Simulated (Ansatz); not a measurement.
A geometry of ScSi away from equilibrium: step 2 of the relaxation of a relaxed ScSi cell displaced along its unstable phonon at q = (½, ½, 0) of its primitive reciprocal cell (114i cm⁻¹), largest move 0.15 Å. Level of theory: PBEsol (plane waves to 420 eV, PAW, scalar-relativistic; Ansatz, a quantum-chemistry and plane-wave program). Γ-centred k-mesh 7×7×6 on the run's cell (coarser than for final values), Fermi–Dirac smearing 0.05 eV.

```xyz
8
Lattice="9.2082 0.0000 0.0000 4.6041 4.6041 0.0000 0.0000 0.0000 5.1725" Properties=species:S:1:pos:R:3:forces:R:3 pbc="T T T" free_energy=-10929.718 pressure_GPa=-0.1
Sc     9.5537     2.3020     0.0000    0.5148    0.0000    0.0000
Sc     4.2586     2.3020     0.0000   -0.5148    0.0000    0.0000
Sc     2.3020     0.3455     2.5862    0.0000    0.5148    0.0000
Sc     6.9061    -0.3455     2.5862    0.0000   -0.5148    0.0000
Si     0.0000     0.0000     1.2931    0.0000    0.0000    0.0000
Si     4.6041     0.0000     1.2931    0.0000    0.0000    0.0000
Si     0.0000     0.0000     3.8794    0.0000    0.0000    0.0000
Si     4.6041     0.0000     3.8794    0.0000    0.0000    0.0000
```

Positions in Å, forces in eV/Å, free energy of the cell in eV (comparable only within this code, potentials and settings). Largest force: 0.51 eV/Å, on Sc1, Sc2, Sc3, Sc4 (atoms numbered as listed); the geometry lies 0.08 eV/atom above the end of its relaxation.

No spin polarisation in the result.

The run could not lose the symmetry of its start, so the end can be a saddle point.

The end of the path is a generated cell of ScSi: the first start was made by placing the elements on the sites of a structure type, and the end was not matched to a known phase here, so it may be hypothetical.
